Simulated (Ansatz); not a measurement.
## P: which magnetic state is lowest?

Method: DFT PBEsol, scalar-relativistic, plane waves, PAW in Ansatz.

```cif
data_structure
_symmetry_space_group_name_H-M 'P 1'
_symmetry_Int_Tables_number 1
_cell_length_a 9.2000
_cell_length_b 9.2000
_cell_length_c 7.4000
_cell_angle_alpha 90.000
_cell_angle_beta 90.000
_cell_angle_gamma 90.000
_cell_volume 626.34
loop_
_atom_site_label
_atom_site_type_symbol
_atom_site_fract_x
_atom_site_fract_y
_atom_site_fract_z
_atom_site_occupancy
P1 P 0.50000 0.50000 0.00000 1
P2 P 0.00000 0.00000 0.00000 1
P3 P 0.00000 0.50000 0.62500 1
P4 P 0.50000 0.00000 0.37500 1
```

```
plane-wave cutoff                               : 420 eV
Γ-centred k-mesh                                : 4×4×4
occupation rule                                 : Gaussian smearing, 0.02 eV
list of starting moments (μB, in atom order)    : 1 1 1 1
check for lower electronic states after the SCF : on
```

Each order was relaxed in cell and atoms. Site moments are spin moments in atom-centred spheres that scale with the neighbour distance. The states are those that the runs reached from these starts; a lower one can exist. No antiferromagnetic start is among these.

Task: Starts tried: no spin; ferromagnetic. Which state comes out lowest, and what are the moments?

Result: Of the states reached here, with no antiferromagnetic start among them, the lowest is non-magnetic, reached from the start “no spin”, with site moments (μB) none over 0.05.

```
        start ends energy above lowest (meV/atom) site moments (μB) gap on mesh (eV) volume (Å³/atom)
      no spin non-magnetic                            0.00     none over 0.05             metal             17.38
ferromagnetic ferromagnetic                            3714       P +2.91 (×4)              2.16            156.58
```

This form isn't the element's structure at ambient conditions.

Cost: 2 runs of about 6.2 core-minutes in all, on Arm Neoverse V2 (shared hosts).